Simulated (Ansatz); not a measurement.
Given:

CdSiN2:
```
CELL_PARAMETERS angstrom
      1.44888     0.83651     5.96599
     -1.44888     0.83651     5.96599
      0.00000    -1.67302     5.96599
ATOMIC_POSITIONS crystal
  Cd 0.50000 0.50000 0.50000
  Si 0.00000 0.00000 0.00000
  N  0.61457 0.61457 0.61457
  N  0.38543 0.38543 0.38543
```

This is the r²SCAN+D4-relaxed structure. Tensor components refer to the Cartesian frame of this cell.

Problem. All from r²SCAN+D4 (plane waves, PAW; program Ansatz), unless another level is named. Predict the hole effective mass.

Solution. 0.36, 1.9, 2.4 mₑ (principal values).

Problem. And the HSE06 gap on the r²SCAN+D4 cell?

Solution. 0.86 eV.

Problem. Give the valence-band maximum.

Solution. off the standard path, at k = (0.237, 0.404, 0.404) in fractions of the reciprocal vectors.

Space group R-3m. The start of the workflow was typed in or built on a structure type; neither database checked (COD, Materials Project) lists it. Its standing as an ambient phase is unchecked. The cell was relaxed with r²SCAN+D4 under the symmetry of its start; its stability against distortions is not shown here. The volume moved by -44 % from the start of the relaxation. Spin–orbit coupling is left out wherever it is not named.

Potentials: the earlier of the program's two PAW sets.
